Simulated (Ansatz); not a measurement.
# Structures of Mo2H3: which is lowest?

Plane-wave DFT in Ansatz with scalar-relativistic PAW potentials, cutoff 420 eV, Γ-centred meshes chosen by cell and gap, Gaussian smearing with energies taken to zero width. Every cell was relaxed (cell and atoms) in a run of its own, within the symmetry of its start. Functional: PBE.

Relaxed structures (starts from databases or built by putting these elements on another compound's sites):
A. P-3m1, 5 atoms in the computed cell, a = 3.025 Å, c = 4.917 Å; sites (symmetry × multiplicity) H -3m. × 1 + 3m. × 2, Mo 3m. × 2; start: built
B. R-3m, 5 atoms in the computed cell, a = 2.904 Å, c = 20.214 Å; sites (symmetry × multiplicity) H -3m × 3 + 3m × 6, Mo 3m × 6; start: built

Q: Rank them by energy. Could pressure change the order?

A:
```tsv
structure	group	E − E(lowest) (meV/atom)	V (Å³/atom)	gap on mesh (eV)
A	P-3m1	0.0	7.79	0.00
B	R-3m	124	9.84	0.00
```

A is lowest, 124 meV/atom under B. The lowest is also the densest of these, so pressure wouldn't bring one of the others in at first order. Other structures may lie lower than all of these, and vibrations aren't counted.